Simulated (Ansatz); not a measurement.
MoRh:
Space group Pmma (No. 51); a = 4.3846 Å, b = 2.7222 Å, c = 4.7737 Å, α = 90.00°, β = 90.00°, γ = 90.00°

| atom | site | symmetry | x | y | z |
|---|---|---|---|---|---|
| Mo | 2e | mm2 | 0.7500 | 0.0000 | 0.1711 |
| Rh | 2f | mm2 | 0.2500 | 0.5000 | 0.3264 |

Relaxed at zero pressure with plane-wave PAW PBEsol (Ansatz code).

Q: The volume is lowered by 9 % and shape and atoms relax at that volume. What pressure results, and how do the axes share the change?

A: 34.6 GPa; a -2.9 %, b -3.1 %, c -3.3 %; the energy rises by 127 meV/atom.

Q: Give the new structure.

A: 
Space group Pmma (No. 51); a = 4.2580 Å, b = 2.6371 Å, c = 4.6176 Å, α = β = γ = 90.00°

| atom | site | symmetry | x | y | z |
|---|---|---|---|---|---|
| Mo | 2e | mm2 | 0.7500 | 0.0000 | 0.1710 |
| Rh | 2f | mm2 | 0.2500 | 0.5000 | 0.3279 |

The phase is kept; no other phase was compared at this pressure.

The first step of the workflow began from a Materials Project structure, measured or hypothetical; the Crystallography Open Database copy checked does not list it. With Mo and Rh taken as one species the cell has the higher symmetry P6_3/mmc, so it may be an ordered model of a mixed-site phase. Whether it is the stable phase at ambient conditions was not checked. The PBEsol relaxation kept the symmetry of its start; of distortions, only those at the zone centre were tested. No spin polarisation was allowed. Axis ratios of metals converge slowly with the k-mesh, so a and c are less sure than the volume.

Potentials: the later of the program's two PAW sets.
